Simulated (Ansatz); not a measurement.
One stationary structure of CdS. Space group P6₃mc (No. 186), AFLOW prototype AB_hP12_186_a2b_a2b (B6, as in SiC). Level of theory: PBEsol (plane waves to 420 eV, PAW, scalar-relativistic; Ansatz, a quantum-chemistry and plane-wave program).

```cif
data_Cd6S6
_chemical_formula_sum 'Cd6 S6'
_space_group_name_H-M_alt 'P63mc'
_space_group_IT_number 186
_space_group_name_Hall 'P 6c -2c'
_cell_length_a 4.12030
_cell_length_b 4.12030
_cell_length_c 20.15879
_cell_angle_alpha 90.000
_cell_angle_beta 90.000
_cell_angle_gamma 120.000
loop_
_atom_site_label
_atom_site_type_symbol
_atom_site_symmetry_multiplicity
_atom_site_Wyckoff_symbol
_atom_site_fract_x
_atom_site_fract_y
_atom_site_fract_z
_atom_site_occupancy
Cd1 Cd 2 a 0.00000 0.00000 0.49980 1
Cd2 Cd 2 b 0.33333 0.66667 0.33326 1
Cd3 Cd 2 b 0.66667 0.33333 0.16657 1
S1 S 2 a 0.00000 0.00000 0.37461 1
S2 S 2 b 0.33333 0.66667 0.20808 1
S3 S 2 b 0.66667 0.33333 0.04138 1
```

- Volume per atom: 24.70 Å³
- Band gap: 1.04 eV, direct at Γ (no spin-orbit coupling)
- Shortest distances: Cd–S 2.52 Å
- k-mesh: 8×8×2

Band energies at high-symmetry points (eV from the VBM; labels of this space group; no spin-orbit coupling), from −5 eV up to 6.0 eV:

```csv
point,energies
Γ,-4.49 -3.46 -3.46 -1.56 -1.54 -0.77 -0.77 -0.60 -0.60 -0.59 -0.59 -0.21 -0.21 -0.21 -0.21 -0.02 0.00 0.00 1.04 2.20 2.30 2.78 2.82 2.90 6.00
M,-4.45 -4.29 -4.16 -4.07 -3.84 -3.79 -2.32 -2.27 -1.93 -1.78 -1.66 -1.66 -1.59 -1.26 -1.09 -1.09 -0.92 -0.77 3.04 3.36 3.48 3.65 3.95 4.02 4.55 4.57 5.26 5.63
K,-4.08 -4.08 -4.06 -4.00 -3.90 -3.90 -2.85 -2.85 -2.63 -2.36 -2.14 -2.14 -1.69 -1.69 -1.58 -1.32 -1.28 -1.28 4.33 4.33 4.33 4.85 4.88 4.88 5.23 5.23 5.46 5.67
A,-4.19 -4.19 -2.54 -2.54 -0.72 -0.72 -0.72 -0.72 -0.60 -0.60 -0.41 -0.41 -0.41 -0.41 -0.06 -0.06 -0.06 -0.06 1.55 1.55 2.69 2.69 2.85 2.85
L,-4.40 -4.40 -4.05 -4.05 -3.87 -3.87 -2.24 -2.24 -1.86 -1.86 -1.78 -1.78 -1.38 -1.38 -1.03 -1.03 -0.86 -0.86 3.10 3.10 3.73 3.73 3.92 3.92 4.57 4.57 5.38 5.38
H,-4.08 -4.08 -4.03 -4.03 -3.91 -3.91 -2.82 -2.82 -2.51 -2.51 -2.21 -2.21 -1.59 -1.59 -1.43 -1.43 -1.33 -1.33 4.49 4.49 4.54 4.54 4.62 4.62 5.32 5.32 5.61 5.61
```

No spin polarisation in the result.

The run could not lose the symmetry of its start; a randomly shaken copy of 12 atoms returns to this structure.

The first start was generated by placing the elements on the sites of a structure type. A measured structure of CdS has the same space group, P6₃mc (No. 186); the sites were not compared with it.
